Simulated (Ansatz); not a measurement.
Relaxed Ag (fcc, Cu type):

```yaml
crystal:
  lattice:
    - [4.10551, 0.00000, 0.00000]
    - [0.00000, 4.10551, 0.00000]
    - [0.00000, 0.00000, 4.10551]
  atoms:
    - { symbol: Ag, position: [0.00000, 0.00000, 0.00000] }
    - { symbol: Ag, position: [0.50000, 0.50000, 0.00000] }
    - { symbol: Ag, position: [0.50000, 0.00000, 0.50000] }
    - { symbol: Ag, position: [0.00000, 0.50000, 0.50000] }
```

In this cell atom 2 (Ag, nearest neighbour Ag at 2.903 Å; its periodic images, 4.1 Å or more away, move with it) is moved by u·(1.000, 0.000, 0.000) + v·(0.000, 0.000, 1.000); the rest is frozen.

The numbers are results of r2SCAN (plane waves to 500 eV, PAW, scalar-relativistic; Ansatz, an electronic-structure program), not measurements. k mesh 9×9×9 (Γ-centred), Fermi-Dirac smearing 0.05 eV. E stands for the smeared free energy. With partly filled bands, energies and forces of such displacements shift with the k mesh and the smearing. On this mesh the relaxed cell isn't quite at rest: it carries a pressure of -0.1 GPa (compression positive) at the zero of the scan. Ag was relaxed with its symmetry unable to fall. The PAW data are Ansatz's earlier set. The last digit holds for this mesh only.

Changes of ΔE (meV/cell) from the point u = 0.000 Å, v = 0.000 Å when one coordinate moves alone (two changes are said to add if the coupling is within 5 % of the smaller one, nearly so within 20 %):

| point | change |
|---|---|
| u = 0.000 Å, v = -0.440 Å | 526.0 |
| u = 0.000 Å, v = -0.220 Å | 122.9 |
| u = -0.440 Å, v = 0.000 Å | 526.0 |
| u = -0.220 Å, v = 0.000 Å | 122.9 |
| u = 0.220 Å, v = 0.000 Å | 122.9 |
| u = 0.440 Å, v = 0.000 Å | 526.0 |
| u = 0.000 Å, v = 0.220 Å | 122.9 |
| u = 0.000 Å, v = 0.440 Å | 526.0 |

Q: What is the change at u = -0.220 Å, v = -0.440 Å, where both move, and how far is it from the sum?

A: The sum of the single changes is 122.9 + (526.0) = 648.9; the calculation gives 723.4, so the coupling contributes 74.5 (over 20 % of the smaller single change, not additive).

Q: What is the change at u = 0.440 Å, v = -0.440 Å, where both move, and how far is it from the sum?

A: The sum of the single changes is 526.0 + (526.0) = 1052.0; the calculation gives 1388.6, so the coupling contributes 336.6 (over 20 % of the smaller single change, not additive).

(A displaced cell: forces are minus the slopes of the energy, force constants its curvatures, and phonons follow from these.)
